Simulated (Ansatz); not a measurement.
Cr (Im-3m) on spinors, without spin–orbit coupling

```
Cr
1.0
     2.96890    0.00000    0.00000
     0.00000    2.96890    0.00000
     0.00000    0.00000    2.96890
Cr
2
Direct
  0.00000 0.00000 0.00000
  0.50000 0.50000 0.50000
```

The geometry is a structure from the Materials Project, repeated to hold the magnetic orders, held fixed and not relaxed.

Settings: PBE, 11×11×11 k mesh, Fermi–Dirac smearing of 0.05 eV. PAW means Ansatz 0.2.0 on its default frozen-core files; LAPW is all-electron LAPW in Ansatz 0.2.0. Site moments are integrated in spheres about the atoms, whose radii differ between the methods. Start moments of the first PAW run (μB): Cr1 3, Cr2 3.

The runs use spinors without spin–orbit coupling. In the held states a penalty keeps the direction of every atom that starts with a moment, the untilted ones along z, with sizes free, and the energy is taken at the target. Energies count from the run that starts parallel, which loses its moments.

```json
{"state": "parallel moments on spinors", "ΔF PAW (meV/atom)": "0.0", "ΔF LAPW (meV/atom)": "0.0", "largest moment, PAW (μB)": "0.00", "size of M, PAW (μB/cell)": "0.00", "directions kept": "no"}
{"state": "Cr2 tilted by 150° from z and held", "ΔF PAW (meV/atom)": "?", "ΔF LAPW (meV/atom)": "–", "largest moment, PAW (μB)": "1.21", "size of M, PAW (μB/cell)": "?", "directions kept": "yes"}
{"state": "start Cr1↑ Cr2↓ on spinors", "ΔF PAW (meV/atom)": "-79.1", "ΔF LAPW (meV/atom)": "-80.6", "largest moment, PAW (μB)": "1.69", "size of M, PAW (μB/cell)": "0.00", "directions kept": "yes"}
```

Fill in "size of M, PAW (μB/cell)" for the row "Cr2 tilted by 150° from z and held".

0.63.

What belongs in the row "Cr2 tilted by 150° from z and held", column "ΔF PAW (meV/atom)"?

-14.4.

For the state «start Cr1↑ Cr2↓ on spinors», by PAW: Site moments (μB): Cr1 (0.00, 0.00, 1.69); Cr2 (0.00, 0.00, -1.69). Cell moment 0.00 μB.

This cell lies far from its zero-pressure volume, so the numbers describe the cell as given rather than the relaxed compound. The Ansatz runs typed with the search for lower states off end where their start leads. None of this fixes the real material's magnetic order: only patterns that fit the cell were computed, at zero temperature, with a functional that can overstate moments. Left out because they lost a held moment or its direction: PAW, Cr2 tilted by 30° from z and held; LAPW, Cr2 tilted by 30° from z and held; PAW, Cr2 tilted by 60° from z and held; PAW, Cr2 tilted by 90° from z and held; and 2 more.
